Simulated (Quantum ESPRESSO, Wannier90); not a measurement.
**Tight-binding from DFT: ZrN (rock salt)**

```yaml
crystal:
  lattice:
    - [0.00000, 2.29427, 2.29427]
    - [2.29427, 0.00000, 2.29427]
    - [2.29427, 2.29427, 0.00000]
  atoms:
    - { symbol: Zr, position: [0.50000, 0.50000, 0.50000] }
    - { symbol: N, position: [0.00000, 0.00000, 0.00000] }
```

Materials Project entry mp-1352; symmetrised, unrelaxed at this level. COD (Crystallography Open Database) has an entry of this formula and space group (matched by these alone). Method: PBEsol plane waves in Quantum ESPRESSO 7.5 (PseudoDojo norm-conserving files, 68 Ry, no spin polarisation, no spin-orbit coupling), Bloch states on a 12×12×12 mesh through Γ, Wannier90 4.0.1. Density: 12×12×12 mesh, cold smearing 0.01 Ry.

Base run: 8 functions from bands 6-22 of the 22 computed, start hydrogen-like Zr: d; N: p, frozen window up to 1.50 eV relative to the Fermi level, outer window open. One setting was then changed (edges relative to the Fermi level; misfit to pw.x on a path, for states up to 1.0 eV relative to the Fermi level).

```csv
run,Ω_I (Å²),rms misfit (meV),worst (meV)
base,10.35,1.8,12
changed,9.14,335,1126
```

Problem. Which change was made?
A) outer window to 9.76 eV
B) frozen window to 0.50 eV
C) no frozen window
D) frozen window to -1.50 eV
E) frozen window to 1.00 eV

Solution. D, frozen window to -1.50 eV. The others give:

| run | Ω_I (Å²) | rms misfit (meV) | worst (meV) |
|---|---|---|---|
| frozen window to 0.50 eV | 9.83 | 28 | 288 |
| frozen window to 1.00 eV | 10.07 | 6.3 | 63 |
| no frozen window | 7.24 | 2106 | 4351 |
| outer window to 9.76 eV | 11.41 | 0.7 | 6.0 |
